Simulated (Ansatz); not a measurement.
Clean, relaxed (111) surface of Ag, space group Fm-3m (No. 225) (top face towards +c; held atoms: 1, 2, 3, 4):

```xyz
12
Lattice="5.7607 0.0000 0.0000 -2.8803 4.9889 0.0000 0.0000 0.0000 20.7036" Properties=species:S:1:pos:R:3 pbc="T T T"
Ag    1.4402    0.8315    8.0000
Ag    0.0000    3.3259    8.0000
Ag    4.3205    0.8315    8.0000
Ag    2.8803    3.3259    8.0000
Ag    2.8803    1.6630   10.3688
Ag    1.4402    4.1574   10.3688
Ag    0.0000    1.6630   10.3688
Ag   -1.4402    4.1574   10.3688
Ag   -1.4402    2.4944   12.7387
Ag    0.0000    0.0000   12.7387
Ag    1.4402    2.4944   12.7387
Ag    2.8803    0.0000   12.7387
```

Method: Ansatz 0.2.0, DFT PBE+D3(BJ), scalar-relativistic, plane waves, PAW. Cutoff 420 eV; k points 4×4×1 on the computed 14-atom cell (Γ-centred); Gaussian smearing, width 0.10 eV; no spin polarisation. The cell repeats along c with a dipole correction in the vacuum.

Cl2 is put on the top face, one molecule per 28.7 Å², and relaxed from 2 starts; the cell is lengthened along c to keep the vacuum. E_ads is per molecule, from the clean relaxed slab and the free relaxed molecule; negative means bound; no zero-point or thermal terms, forces under 0.04 eV/Å, and the free molecule is spin-polarised where open-shell. Heights count from the highest slab atom. Δp counts per cell along +c.

```
                                              start E_ads (eV) molecule lowest atom's height (Å) shortest contact  Δφ top (eV)  Δp (e·Å)
      flat, lowest atom Cl over a bridge Ag-Ag site       -2.64  splits into Cl + Cl                      1.72      Cl–Ag 2.42 Å        +1.85    -0.297
upright, lowest atom Cl over a hollow Ag-Ag-Ag site       -0.91                whole                      2.08      Cl–Ag 2.67 Å        +2.40    -0.392
```

Each end is the local minimum that its start leads to. The pieces were run without spin polarisation.